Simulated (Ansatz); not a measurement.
CdO, first-principles data

CdO:
```xyz
4
Lattice="3.5837 0.0000 0.0000 -1.7918 3.1036 0.0000 0.0000 0.0000 5.5647" Properties=species:S:1:pos:R:3 pbc="T T T"
Cd     1.7918     1.0345     2.7627
Cd     0.0000     2.0690     5.5450
O      1.7918     1.0345     4.9439
O      0.0000     2.0690     2.1616
```

Space group P6_3mc (No. 186), wurtzite; conventional cell a = 3.584 Å, b = 3.584 Å, c = 5.565 Å, α = 90.00°, β = 90.00°, γ = 120.00°.

Method: the program Ansatz at the LDA level (PAW). The cell and atoms are relaxed at this level. Other levels are named where they apply.

Cell and energy:

| Property | Value |
|---|---|
| Volume per atom | 15.47 Å³ |
| Density | 6.89 g/cm³ |
| Formation energy from the elements (no fitted shifts) | -1.03 eV/atom |

Electronic structure:

| Item | Result |
|---|---|
| Electronic character | no gap, with almost no states at the Fermi level (zero-gap or semimetallic) |
| Density of states at the Fermi level | 0.01 states/eV per atom (mean over ±0.08 eV) |

Phonons:

| Quantity | Value |
|---|---|
| Highest zone-centre frequency | 13.41 THz |
| Zone-centre stability | no imaginary mode at Γ |

The workflow started from a Materials Project entry (that database holds measured and hypothetical structures alike); the Crystallography Open Database copy checked does not list it. It is not the phase usual at ambient conditions (space group No. 225). Symmetry was held in the LDA relaxation. As this level gives no gap, phonon frequencies hold no LO–TO term and depend on the k-mesh and smearing (Fermi–Dirac, 0.1 eV here). The references are the lowest solids computed at this level, not always the standard phases (solids in place of the gases). Scalar-relativistic: spin–orbit coupling is off unless named, which matters more the heavier the elements.

Potentials: the later of the program's two PAW sets.
